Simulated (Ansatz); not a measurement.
A trial cell of Sn was relaxed with r2SCAN (plane waves to 500 eV, PAW, scalar-relativistic; Ansatz, a quantum-chemistry and plane-wave program).

Before: Pnma (No. 62), oP8; a = 7.4999 Å, b = 5.3162 Å, c = 5.5008 Å, α = β = γ = 90.00°.

After relaxation:

Simulated powder pattern, Cu Kα1, λ = 1.54056 Å (kinematic, ideal powder, no thermal factors, no anomalous dispersion; the 24 strongest lines at most, above 1 %, up to 2θ = 90°):

| 2θ (°) | I/Imax (%) |
|---|---|
| 29.31 | 42 |
| 31.90 | 100 |
| 43.86 | 82 |
| 56.84 | 19 |
| 60.79 | 5.1 |
| 65.23 | 24 |
| 66.67 | 11 |
| 70.31 | 20 |
| 74.46 | 17 |
| 87.99 | 11 |

Question: Identify the relaxed structure from its pattern: crystal system, space group and cell.

Answer: Hexagonal, P6/mmm (No. 191), hP1, AFLOW prototype A_hP1_191_a (A_f, as in Sn); a = 3.237 Å, b = 3.237 Å, c = 3.045 Å, α = 90.00°, β = 90.00°, γ = 120.00°. Sites: Sn 1b (0.000, 0.000, 0.500).

Question: Index the strongest lines.

Answer: 29.31° (0001), 31.90° (1 0 -1 0), 43.86° (1 0 -1 1), 65.23° (1 1 -2 1), 70.31° (1 0 -1 2).

No spin polarisation in the result.

The run could not lose the symmetry of its start; a randomly shaken copy of 2 atoms returns to this structure.

The relaxed structure here is a generated cell of Sn: the first start was made by placing the elements on the sites of a structure type, and the end was not matched to a known phase here, so it may be hypothetical. Known forms of Sn include space group No. 141, 227.
